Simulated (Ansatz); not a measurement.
BaMnGe (P4/nmm): electronic heat capacity from the density of states

Theory: DFT PBEsol, scalar-relativistic, plane waves, PAW in Ansatz.

Plane waves to 420 eV, a k mesh through Γ of 8×8×6 on the computed 6-atom cell and Gaussian smearing (0.10 eV); collinear spin from starting moments 0 0 3.47 3.47 0 0 μB.

Relaxed cell: P4/nmm, a = 4.385 Å, b = 4.385 Å, c = 7.677 Å, α = 90.00°, β = 90.00°, γ = 90.00°, 6 atoms in the primitive cell. Whether it is the stable form of this composition wasn't checked.

The density of states at the Fermi level is 4.721 states/eV in the cell of 6 atoms (2 formula units; both spins, tetrahedra on a 12×12×9 mesh). The run ends with a moment of 6.80 μB a cell (largest on a site 3.16 μB), and the figure is for this state; a paramagnetic sample can have a quite different one. Another magnetic order, if the compound takes it, can change N(E_F) and the shape of the cell a good deal.

What Sommerfeld coefficient does this give?

Per formula unit N(E_F) = 2.361 states/eV. γ = (π²/3) k_B² N(E_F) N_A = 2.357 mJ/(mol K²) per state/eV, so γ = 5.6 mJ/(mol K²), a mole of formula units. This is the bare band result: a measured γ of the same phase and magnetic order is as a rule larger by a factor 1 + λ from phonons and spin fluctuations. N(E_F) at one energy is sensitive to the mesh where the density of states has sharp peaks.

Spin-orbit coupling is left out, which matters for the bands of heavy elements. The run saw a state lower than the one given here. Only parallel moments were tried here.

Only this magnetic start was tried.

Cost: 1 run of about 4 core-minutes, on Arm Neoverse V2 (shared hosts).